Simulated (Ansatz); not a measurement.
MgZn2O3 in space group P-3m1 (No. 164; Mg on 1a, Zn on 2d, O on 2d, O on 1b), the program Ansatz at the LDA level (PAW). The conduction-band minimum lies at Γ, with 1 equivalent valley. Second derivatives d²E/dk² of the lowest band at one valley (eV·Å²), along Cartesian directions:

```tsv
direction	d²E/dk²
[100]	29.29
[010]	29.29
[001]	29.29
[110]	29.29
[101]	29.30
[011]	29.30
```

Q: Find the principal effective masses, the density-of-states mass and the conductivity mass.

A: Off-diagonal terms follow from H_xy = H[110] − (H_xx + H_yy)/2, and m*/mₑ = 7.620 eV·Å² over each eigenvalue: 0.26, 0.26, 0.26. One valley's DOS mass (m₁m₂m₃)^(1/3) = 0.26, conductivity mass 3/(Σ 1/mᵢ) = 0.26 mₑ.

Q: What effective density of states Nc follows at 300 K for parabolic valleys?

A: Nc = 2.509e19 × 1 × (0.26)^(3/2) ≈ 3.3e18 cm⁻³.

Q: With the computed static dielectric constant 18.4 (mean of the diagonal), estimate a hydrogenic donor's binding energy and radius.

A: E = 13.606 eV × 0.26/18.4² ≈ 10 meV; a = 0.529 Å × ε/m* ≈ 37 Å. Semilocal masses tend to be too small where the gap is.

The workflow started from a Materials Project entry (that database holds measured and hypothetical structures alike); the Crystallography Open Database copy checked does not list it. With Mg and Zn taken as one species the cell has the higher symmetry Fm-3m, so it may be an ordered model of a mixed-site phase. Whether it is the stable phase at ambient conditions was not checked. The LDA relaxation kept the symmetry of its start; phonons on a q-mesh show no instability.

Potentials: the later of the program's two PAW sets.
